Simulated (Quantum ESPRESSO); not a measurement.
InAu6Ti, a guest atom moved from site to site

A calculation, not a measurement. The program is pw.x of Quantum ESPRESSO 7.5 (plane-wave density functional theory). The cell is made up: eight metal atoms on a face-centred cubic lattice, with elements, volume, strain and displacements drawn at random and not relaxed, so it may be unstable or far from any real phase. PseudoDojo standard norm-conserving files set the functional (PBE unless stated); there is no spin polarisation or spin-orbit coupling, the Fermi-Dirac width of 0.25 eV means electrons at about 2900 K, and the masses in the input are unused placeholders. Heavy elements are run without spin-orbit coupling, which real alloys of them have. A spin test at this wide smearing found no moment, but such smearing suppresses magnetism that the real alloy may have.

The runs move one In atom among sites that otherwise hold Au. Cell, positions, cutoff, mesh and smearing stay as in the input of run 1; sites are counted in its order. Stress in the tables is positive in tension.

Input of run 1:

```
&control calculation='scf', pseudo_dir='./dojo.nc.sr.pbe.v0_5.standard.upf', outdir='./o', disk_io='medium', tprnfor=.true., tstress=.true. /
&system ibrav=0, nat=8, ntyp=3, nbnd=79, ecutwfc=84.00895049, nosym=.true., tot_charge=0,
 occupations='smearing', smearing='fd', degauss=0.0183746611
/
&electrons conv_thr=1.470e-08, electron_maxstep=70, mixing_beta=0.5 /
ATOMIC_SPECIES
Au 1.0 Au.upf
In 1.0 In.upf
Ti 1.0 Ti.upf
CELL_PARAMETERS angstrom
0.0 0.0 -4.253
4.253 0.0 0.0
0.0 -8.5058 0.0
ATOMIC_POSITIONS angstrom
In -0.1539 -0.1601 0.0626
Au 0.0136 -4.0692 -0.1774
Ti 2.2156 -2.2292 0.0177
Au 2.1373 -6.5596 -0.0849
Au 0.1147 -2.1268 -2.0232
Au -0.0536 -6.4674 -2.2433
Au 2.159 -0.0341 -2.0778
Au 1.9486 -4.2799 -2.2606
K_POINTS automatic
6 6 3 1 1 1
```

| run | elements on sites 1 to 8 | free energy less that of run 1 (eV) | -TS (eV) | pressure (GPa) | stress xx (GPa) | stress yy (GPa) | stress zz (GPa) | stress yz (GPa) | stress xz (GPa) | stress xy (GPa) | iterations |
| --- | --- | --- | --- | --- | --- | --- | --- | --- | --- | --- | --- |
| 1 | In Au Ti Au Au Au Au Au | 0.000 | -1.029 | -2.88 | 2.84 | 2.10 | 3.70 | 0.57 | 0.25 | -0.16 | 15 |
| 2 | Au In Ti Au Au Au Au Au | 0.116 | -1.030 | -2.67 | 2.08 | 2.05 | 3.87 | 0.39 | 0.35 | 0.55 | 14 |
| 3 | Au Au Ti Au Au In Au Au | -0.471 | -1.009 | -3.16 | 3.62 | 2.97 | 2.89 | 0.54 | 0.33 | 0.26 | 15 |
| 4 | Au Au Ti Au Au Au In Au | -0.139 | -1.015 | -2.99 | 4.31 | 2.32 | 2.34 | 0.69 | 0.26 | 0.43 | 15 |

Forces Fx Fy Fz (eV/Å):

```
site              run 1              run 2              run 3             run 4
   1     1.01 0.73 0.03    0.58 -0.18 0.01    0.64 -0.34 0.03   0.51 -0.17 0.08
   2   -0.33 -0.81 0.79   -0.24 -1.91 0.66   -0.35 -0.66 0.81  -0.32 -0.86 0.77
   3  -0.66 -0.63 -0.06    -0.44 1.32 0.06   -0.40 0.23 -0.06  -0.36 -0.43 0.01
   4    -0.31 0.65 0.14    -0.28 0.60 0.12    -0.27 0.70 0.10   -0.27 0.64 0.08
   5   -0.18 0.40 -0.68   -0.18 0.73 -0.63   -0.18 0.53 -0.70  -0.09 0.41 -0.68
   6     0.14 0.52 0.05     0.14 0.14 0.13     0.16 0.37 0.13    0.19 0.54 0.08
   7  -0.39 -0.61 -0.15  -0.31 -0.50 -0.19  -0.36 -0.74 -0.17  -0.38 0.05 -0.21
   8   0.73 -0.26 -0.14   0.73 -0.19 -0.16   0.77 -0.08 -0.14  0.73 -0.16 -0.13
```

The sites are displaced and not relaxed, so the energy differences mix bonding between neighbours with strain and are not ordering energies. A rerun of one cell of this series at a higher cutoff and on a denser mesh moved values by no more than 0.006 eV in energy, 0.03 GPa in stress and 0.006 eV/Å in force, and a second program with other atomic files agreed on that cell to 2 % rms in force and 0.5 GPa in pressure.